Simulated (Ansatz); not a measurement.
Si2Mo: levels along high-symmetry lines

```xyz
3
Lattice="-1.6000 1.6000 3.9305 1.6000 -1.6000 3.9305 1.6000 1.6000 -3.9305" Properties=species:S:1:pos:R:3 pbc="T T T"
Si    0.0000    0.0000    2.6177
Si    0.0000    0.0000    5.2433
Mo    0.0000    0.0000    0.0000
```

Atom numbers follow the list: Si1, Si2, Mo3.

Conventional cell: a = 3.200 Å, b = 3.200 Å, c = 7.861 Å, α = 90.00°, β = 90.00°, γ = 90.00°. Si (atom 1) is surrounded by 5 Si at 2.61 to 2.63 Å and 5 Mo at 2.62 Å. Around Mo (atom 3) lie 10 Si at 2.62 Å.

The geometry is COD entry 1010282, unchecked; take it as a test cell. It is an old determination, and later ones may differ.

Method: DFT, PBEsol, all-electron LAPW, scalar-relativistic in Ansatz 0.2.0.

The runs use a Γ-centred 12×12×16 k mesh, Fermi–Dirac smearing of 0.03 eV, basis error target 1 meV/atom, no spin polarisation; this mesh doesn't keep the crystal's whole symmetry, which leaves small spurious terms.

Points in fractions of the reciprocal vectors of this cell: Γ (0, 0, 0), X (0, 0, 0.5), P (0.25, 0.25, 0.25), N (0, 0.5, 0), M (0.5, 0.5, -0.5), S (0.291, 0.709, -0.291), S0 (-0.291, 0.291, 0.291). The path joins them by straight lines in the order Γ–X–P–N–Γ–M–S–S0–Γ; legs that retrace an earlier one aren't tabulated. Energies are in eV from the Fermi level.

Q: Metal or insulator at this level of theory?

A: No gap opens: metallic or semimetallic.

Q: Tabulate bands 22 to 27, counted from the lowest band of the run, along the path.

A: 
```json
{"k (1/Å)": "0.00", "point": "Γ", "band 22": "-2.68", "band 23": "-2.68", "band 24": "0.39", "band 25": "3.05", "band 26": "3.06", "band 27": "3.61"}
{"k (1/Å)": "0.20", "point": "", "band 22": "-3.03", "band 23": "-2.11", "band 24": "-0.18", "band 25": "2.60", "band 26": "3.36", "band 27": "3.39"}
{"k (1/Å)": "0.40", "point": "", "band 22": "-2.88", "band 23": "-1.52", "band 24": "-1.41", "band 25": "2.19", "band 26": "3.35", "band 27": "3.64"}
{"k (1/Å)": "0.60", "point": "", "band 22": "-2.62", "band 23": "-2.48", "band 24": "-1.54", "band 25": "2.49", "band 26": "3.38", "band 27": "3.63"}
{"k (1/Å)": "0.79", "point": "", "band 22": "-2.77", "band 23": "-2.24", "band 24": "-1.99", "band 25": "3.00", "band 26": "3.09", "band 27": "3.50"}
{"k (1/Å)": "0.99", "point": "", "band 22": "-2.88", "band 23": "-2.52", "band 24": "-1.79", "band 25": "2.30", "band 26": "3.02", "band 27": "3.29"}
{"k (1/Å)": "1.19", "point": "", "band 22": "-3.73", "band 23": "-2.93", "band 24": "-1.36", "band 25": "2.48", "band 26": "2.51", "band 27": "3.10"}
{"k (1/Å)": "1.39", "point": "X", "band 22": "-4.52", "band 23": "-3.10", "band 24": "-1.17", "band 25": "2.28", "band 26": "2.68", "band 27": "2.99"}
{"k (1/Å)": "1.45", "point": "", "band 22": "-4.39", "band 23": "-3.07", "band 24": "-1.19", "band 25": "2.28", "band 26": "2.36", "band 27": "3.25"}
{"k (1/Å)": "1.50", "point": "", "band 22": "-4.10", "band 23": "-2.98", "band 24": "-1.26", "band 25": "1.89", "band 26": "2.28", "band 27": "3.30"}
{"k (1/Å)": "1.56", "point": "", "band 22": "-3.76", "band 23": "-2.85", "band 24": "-1.37", "band 25": "1.41", "band 26": "2.28", "band 27": "3.39"}
{"k (1/Å)": "1.62", "point": "", "band 22": "-3.42", "band 23": "-2.69", "band 24": "-1.52", "band 25": "0.96", "band 26": "2.28", "band 27": "3.51"}
{"k (1/Å)": "1.67", "point": "", "band 22": "-3.12", "band 23": "-2.50", "band 24": "-1.69", "band 25": "0.57", "band 26": "2.28", "band 27": "3.65"}
{"k (1/Å)": "1.73", "point": "", "band 22": "-2.89", "band 23": "-2.29", "band 24": "-1.88", "band 25": "0.29", "band 26": "2.28", "band 27": "3.80"}
{"k (1/Å)": "1.79", "point": "P", "band 22": "-2.80", "band 23": "-2.09", "band 24": "-2.09", "band 25": "0.19", "band 26": "2.28", "band 27": "3.97"}
{"k (1/Å)": "1.93", "point": "", "band 22": "-2.73", "band 23": "-2.32", "band 24": "-2.03", "band 25": "0.27", "band 26": "2.15", "band 27": "3.71"}
{"k (1/Å)": "2.07", "point": "", "band 22": "-2.86", "band 23": "-2.50", "band 24": "-1.92", "band 25": "0.30", "band 26": "2.03", "band 27": "3.40"}
{"k (1/Å)": "2.21", "point": "", "band 22": "-3.46", "band 23": "-2.14", "band 24": "-1.83", "band 25": "0.27", "band 26": "2.09", "band 27": "3.26"}
{"k (1/Å)": "2.35", "point": "", "band 22": "-2.94", "band 23": "-1.89", "band 24": "-1.67", "band 25": "0.55", "band 26": "2.18", "band 27": "3.43"}
{"k (1/Å)": "2.49", "point": "", "band 22": "-2.70", "band 23": "-2.11", "band 24": "-1.16", "band 25": "1.31", "band 26": "2.23", "band 27": "3.94"}
{"k (1/Å)": "2.63", "point": "", "band 22": "-2.65", "band 23": "-2.39", "band 24": "-0.73", "band 25": "2.17", "band 26": "2.41", "band 27": "4.17"}
{"k (1/Å)": "2.77", "point": "N", "band 22": "-2.66", "band 23": "-2.53", "band 24": "-0.54", "band 25": "2.23", "band 26": "3.00", "band 27": "4.01"}
{"k (1/Å)": "2.92", "point": "", "band 22": "-2.58", "band 23": "-2.45", "band 24": "-0.71", "band 25": "2.06", "band 26": "3.18", "band 27": "3.51"}
{"k (1/Å)": "3.07", "point": "", "band 22": "-2.42", "band 23": "-2.24", "band 24": "-1.07", "band 25": "1.73", "band 26": "2.82", "band 27": "3.57"}
{"k (1/Å)": "3.22", "point": "", "band 22": "-2.27", "band 23": "-2.03", "band 24": "-1.33", "band 25": "1.52", "band 26": "2.31", "band 27": "3.94"}
{"k (1/Å)": "3.38", "point": "", "band 22": "-2.23", "band 23": "-2.18", "band 24": "-1.05", "band 25": "1.63", "band 26": "2.17", "band 27": "4.18"}
{"k (1/Å)": "3.53", "point": "", "band 22": "-2.44", "band 23": "-2.31", "band 24": "-0.47", "band 25": "2.07", "band 26": "2.47", "band 27": "3.81"}
{"k (1/Å)": "3.68", "point": "", "band 22": "-2.62", "band 23": "-2.51", "band 24": "0.11", "band 25": "2.67", "band 26": "3.11", "band 27": "3.30"}
{"k (1/Å)": "3.83", "point": "Γ", "band 22": "-2.68", "band 23": "-2.68", "band 24": "0.39", "band 25": "3.05", "band 26": "3.06", "band 27": "3.61"}
{"k (1/Å)": "3.94", "point": "", "band 22": "-2.64", "band 23": "-2.64", "band 24": "0.40", "band 25": "2.61", "band 26": "3.16", "band 27": "3.31"}
{"k (1/Å)": "4.06", "point": "", "band 22": "-2.50", "band 23": "-2.50", "band 24": "0.42", "band 25": "2.08", "band 26": "2.71", "band 27": "2.71"}
{"k (1/Å)": "4.17", "point": "", "band 22": "-2.28", "band 23": "-2.28", "band 24": "0.45", "band 25": "1.86", "band 26": "2.03", "band 27": "2.03"}
{"k (1/Å)": "4.29", "point": "", "band 22": "-1.97", "band 23": "-1.97", "band 24": "0.48", "band 25": "1.33", "band 26": "1.33", "band 27": "2.13"}
{"k (1/Å)": "4.40", "point": "", "band 22": "-1.58", "band 23": "-1.58", "band 24": "0.50", "band 25": "0.66", "band 26": "0.66", "band 27": "2.82"}
{"k (1/Å)": "4.51", "point": "", "band 22": "-1.11", "band 23": "-1.11", "band 24": "0.02", "band 25": "0.02", "band 26": "0.52", "band 27": "3.77"}
{"k (1/Å)": "4.63", "point": "M", "band 22": "-0.61", "band 23": "-0.61", "band 24": "-0.54", "band 25": "-0.54", "band 26": "0.53", "band 27": "4.59"}
{"k (1/Å)": "4.75", "point": "", "band 22": "-0.70", "band 23": "-0.70", "band 24": "-0.60", "band 25": "-0.51", "band 26": "0.68", "band 27": "4.70"}
{"k (1/Å)": "4.86", "point": "", "band 22": "-1.03", "band 23": "-0.94", "band 24": "-0.55", "band 25": "-0.39", "band 26": "1.00", "band 27": "4.98"}
{"k (1/Å)": "4.98", "point": "", "band 22": "-1.40", "band 23": "-1.26", "band 24": "-0.48", "band 25": "-0.15", "band 26": "1.39", "band 27": "4.88"}
{"k (1/Å)": "5.10", "point": "", "band 22": "-1.75", "band 23": "-1.60", "band 24": "-0.41", "band 25": "0.19", "band 26": "1.83", "band 27": "4.09"}
{"k (1/Å)": "5.21", "point": "", "band 22": "-2.06", "band 23": "-1.91", "band 24": "-0.36", "band 25": "0.62", "band 26": "2.33", "band 27": "3.45"}
{"k (1/Å)": "5.33", "point": "", "band 22": "-2.29", "band 23": "-2.17", "band 24": "-0.36", "band 25": "1.07", "band 26": "2.90", "band 27": "3.08"}
{"k (1/Å)": "5.45", "point": "S", "band 22": "-2.44", "band 23": "-2.35", "band 24": "-0.45", "band 25": "1.47", "band 26": "3.03", "band 27": "3.54"}
{"k (1/Å)": "5.57", "point": "", "band 22": "-2.50", "band 23": "-2.48", "band 24": "-0.50", "band 25": "1.71", "band 26": "3.16", "band 27": "3.49"}
{"k (1/Å)": "5.69", "point": "", "band 22": "-2.61", "band 23": "-2.51", "band 24": "-0.53", "band 25": "2.02", "band 26": "3.20", "band 27": "3.50"}
{"k (1/Å)": "5.82", "point": "", "band 22": "-2.65", "band 23": "-2.53", "band 24": "-0.54", "band 25": "2.20", "band 26": "3.03", "band 27": "3.92"}
{"k (1/Å)": "5.94", "point": "", "band 22": "-2.65", "band 23": "-2.53", "band 24": "-0.54", "band 25": "2.20", "band 26": "3.03", "band 27": "3.92"}
{"k (1/Å)": "6.06", "point": "", "band 22": "-2.61", "band 23": "-2.51", "band 24": "-0.53", "band 25": "2.02", "band 26": "3.20", "band 27": "3.50"}
{"k (1/Å)": "6.19", "point": "", "band 22": "-2.50", "band 23": "-2.48", "band 24": "-0.50", "band 25": "1.71", "band 26": "3.16", "band 27": "3.49"}
{"k (1/Å)": "6.31", "point": "S0", "band 22": "-2.44", "band 23": "-2.35", "band 24": "-0.45", "band 25": "1.47", "band 26": "3.03", "band 27": "3.54"}
{"k (1/Å)": "6.47", "point": "", "band 22": "-2.49", "band 23": "-2.48", "band 24": "-0.75", "band 25": "1.81", "band 26": "3.27", "band 27": "3.56"}
{"k (1/Å)": "6.64", "point": "", "band 22": "-2.49", "band 23": "-2.31", "band 24": "-1.18", "band 25": "1.89", "band 26": "2.81", "band 27": "3.46"}
{"k (1/Å)": "6.80", "point": "", "band 22": "-2.41", "band 23": "-1.95", "band 24": "-1.65", "band 25": "1.71", "band 26": "2.31", "band 27": "3.70"}
{"k (1/Å)": "6.97", "point": "", "band 22": "-2.34", "band 23": "-2.08", "band 24": "-1.39", "band 25": "1.72", "band 26": "2.12", "band 27": "3.99"}
{"k (1/Å)": "7.13", "point": "", "band 22": "-2.41", "band 23": "-2.35", "band 24": "-0.69", "band 25": "2.23", "band 26": "2.27", "band 27": "4.04"}
{"k (1/Å)": "7.29", "point": "", "band 22": "-2.61", "band 23": "-2.50", "band 24": "0.03", "band 25": "2.71", "band 26": "3.05", "band 27": "3.34"}
{"k (1/Å)": "7.46", "point": "Γ", "band 22": "-2.68", "band 23": "-2.68", "band 24": "0.39", "band 25": "3.05", "band 26": "3.06", "band 27": "3.61"}
```
